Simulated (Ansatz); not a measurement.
Consider a crystal of Al2MoN3 in space group P6/mmm (No. 191), with Al on 2d; Mo on 1a; N on 3g.

The calculation used DFT PBE, scalar-relativistic, plane waves, PAW (Ansatz). Cutoff 420 eV, Γ-centred mesh, Gaussian smearing, collinear spin.

The zero of energy is the elements' standard structures at the same level (N₂ as a molecule); no fitted shifts are applied.

Task: Give the relaxed lattice parameters and positions.

Result:

Space group P6/mmm (No. 191). a = 6.036 Å, b = 6.036 Å, c = 3.107 Å, α = 90.00°, β = 90.00°, γ = 120.00°
```
atom  site  symmetry       x       y       z
  Al    2d      -6m2  0.3333  0.6667  0.5000
  Mo    1a     6/mmm  0.0000  0.0000  0.0000
   N    3g       mmm  0.5000  0.0000  0.5000
```

Al has 3 N at 1.74 Å; Mo is surrounded by 2 Mo at 3.11 Å and 12 N at 3.39 Å; N has 2 Al at 1.74 Å, 6 N at 3.02–3.11 Å and 4 Mo at 3.39 Å. Another local minimum with the same sites may exist.

Task: Where does its energy lie, and is it a metal?

Result: The energy over the elements is +1.02 eV/atom and the gap on the 6×6×12 mesh of the 6-atom cell is 0 eV (a metal). The net moment per atom is 0.36 μB and the moment by site is Mo 3.1; N -0.4 (×3) μB. A positive value: parting into the elements would lower its energy.

The last run used collinear spin and Gaussian smearing of 0.10 eV. The magnetic state reached may not be the lowest. A structure relaxed within its symmetry needn't be a true minimum. Another cell of Al2MoN3 relaxed alike but without spin, in R-3m, lies 1.08 eV/atom lower, so this cell isn't the stable form at this level. Site moments count only spheres around the atoms; the net moment includes the space between them.
